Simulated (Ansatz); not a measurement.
TiPd3: one input, then a changed one

Structure from Materials Project entry mp-636328 (possibly hypothetical), not relaxed further.

First run: DFT, r2SCAN, all-electron PAW with datasets made for the crystal, scalar-relativistic (Ansatz 0.2.0).

Command: `ansatz run input.yaml --threads 1 --pin off --max-ram 4096MiB --backend cpu --events-out ev --progress --plain --runs-dir out` The run took about 89 s on 1 thread of a shared machine.

```yaml
crystal:
  lattice:
    - [3.89766352, 0.0, 0.0]
    - [0.0, 3.89766352, 0.0]
    - [0.0, 0.0, 3.89766352]
  atoms:
    - { symbol: Ti, position: [0.0, 0.0, 0.0] }
    - { symbol: Pd, position: [0.0, 0.5, 0.5] }
    - { symbol: Pd, position: [0.5, 0.0, 0.5] }
    - { symbol: Pd, position: [0.5, 0.5, 0.0] }
kpoints:
  mp_grid: { grid: [11, 11, 11] }
  band_path:
    path:
      - [0.0, 0.0, 0.0]
      - [0.0, 0.5, 0.0]
      - [0.5, 0.5, 0.0]
      - [0.0, 0.0, 0.0]
      - [0.5, 0.5, 0.5]
      - [0.0, 0.5, 0.0]
      - [0.5, 0.5, 0.5]
      - [0.5, 0.5, 0.0]
    npoints: 8
scf:
  occupations: { method: fermi_dirac, width: 0.05 }
hamiltonian:
  xc: r2scan
  pseudopotentials: { kind: all_electron, datasets: crystal }
output:
  forces: true
  stress: true
  eigenvalues: true
  efg: { contact_densities: true }
```

Result: converged; pressure -0.71 GPa; no gap on the k mesh; 12 SCF iterations.

Spin polarisation is left out, and whether a magnetic state lies lower isn't shown here.

A second input differs as follows:

```diff
@@ -10,5 +10,5 @@
     - { symbol: Pd, position: [0.5, 0.5, 0.0] }
 kpoints:
-  mp_grid: { grid: [11, 11, 11] }
+  mp_grid: { grid: [11, 11, 11], kspacing: 0.3 }
   band_path:
     path:
@@ -24,4 +24,5 @@
 scf:
   occupations: { method: fermi_dirac, width: 0.05 }
+  max_iter: 60
 hamiltonian:
   xc: r2scan
```

What is wrong with it, and what does the program do?

The fault is a mesh with a zero or a mesh and a spacing. The run refused before any iteration. The log ends:
```
Error: invalid value for `kpoints.mp_grid.kspacing`: mutually exclusive with `grid` — set one or the other
```
